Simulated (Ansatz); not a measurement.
## Review of an SCF result for Co

System: Co, an experimental structure (space group P6_3/mmc, primitive cell doubled); the cell holds 4 atoms. Source: COD entry 9011615, which need not be the ambient phase.

All numbers below come from DFT, PBE, PAW, plane waves, scalar-relativistic (Ansatz).

```yaml
crystal:
  lattice:
    - [-2.51900087, 0.0, 0.0]
    - [1.25950043, -2.18151875, -4.091]
    - [1.25950043, -2.18151875, 4.091]
  atoms:
    - { symbol: Co, position: [0.66666667, 0.54166667, 0.79166667], spin: 3.0 }
    - { symbol: Co, position: [0.66666667, 0.04166667, 0.29166667], spin: 3.0 }
    - { symbol: Co, position: [0.33333333, 0.95833333, 0.70833333], spin: -3.0 }
    - { symbol: Co, position: [0.33333333, 0.45833333, 0.20833333], spin: -3.0 }
magnetization:
  spin_polarized: true
hamiltonian:
  xc: pbe
  pseudopotentials: { kind: paw }
basis:
  ecutwfc: 420
kpoints:
  mp_grid: { grid: [11, 6, 6] }
scf:
  occupations: { method: fermi_dirac, width: 0.1 }
  lower_state_search: "off"
output:
  forces: true
  stress: true
  write_density: true
  write_potential: true
  elf: true
  volumetric_format: npy
```

The run was started with:
```sh
ansatz run input.yaml --threads 2 --pin off --max-ram 5120MiB --backend cpu --events-out ev --progress --plain --runs-dir out
```

Wall time and machine: 27 s on 2 threads of Intel(R) Xeon(R) 6975P-C (Granite Rapids), on a shared host, peak memory 0.67 GiB.

The end of the output:

```
SCF converged after 20 iterations
Magnetization: 0.0004 μB (34.0002 up, 33.9998 down)
Absolute magnetization: 4.2241 μB (∫|ρ↑−ρ↓|, with the PAW one-centre terms)
Spin contamination: 1.3154 ħ² per cell (⟨S²⟩ above its minimum at these occupations)
Per-site moments (μB) at R_I (Å): [(1.0308, 1.0353), (1.0308, 1.0353), (-1.0306, 1.0353), (-1.0306, 1.0353)]
Free energy (F): -20503.768268 eV
Harris-Foulkes:  -20503.768268 eV  (|F-HF|=3.07e-9)
Internal energy: -20503.428966 eV  (E = F + TS)
E sigma→0 (E₀):  -20503.598617 eV
Entropy (-TS):   -0.339302 eV (-84.826 meV/atom)
Fermi energy:    17.899620 eV
--- Forces (eV/Å), atoms counted from 1 ---
  atom   1  Co     0.00083840    -0.00307176     0.00000000
  atom   2  Co     0.00083840    -0.00307176     0.00000000
  atom   3  Co    -0.00083842     0.00307175    -0.00000000
  atom   4  Co    -0.00083842     0.00307175    -0.00000000
--- Stress (GPa, compression-positive) ---
      -12.366707      -0.099033      -0.000000
       -0.099033     -12.234854      -0.000000
       -0.000000      -0.000000     -10.653764
  P = ⅓ Tr σ = -11.7518 GPa (-117.518 kbar)
```

The mesh has less symmetry than the lattice, which lowers the symmetry of the run.

Site moments are taken inside atomic spheres and don't add up to the total.

Q: Has the SCF ended in the lowest solution? If not, by how much is it too high?

A: No. A state 215 meV/atom (0.861 eV per cell) lower exists in this cell: ferromagnetic, site moments Co1 1.71, Co2 1.71, Co3 1.71, Co4 1.71 μB, total 6.53 μB per cell, no gap on the k-mesh. It was reached from: parallel moments, default search for lower states [Co1 3.00, Co2 3.00, Co3 3.00, Co4 3.00 μB]; a moment on one site alone, plain SCF [Co1 3.00 μB]. The wrong state matters: the pressure is -6.6 GPa there against -11.8 GPa here. Signs that this run gave and the runs to the lower state didn't: a negative reading of the dielectric operator (it may be a saddle point). States within about 5 meV/atom are too close for this mesh, smearing and search to settle their order. This multiple of the primitive cell fits some opposed orders; other multiples fit others. “Lowest” means lowest among the runs made in this cell. Sign patterns typed on Co1 Co2 Co3 Co4: ++++, +--+, ++--, +-+-, +000; other orders that fit weren't typed.
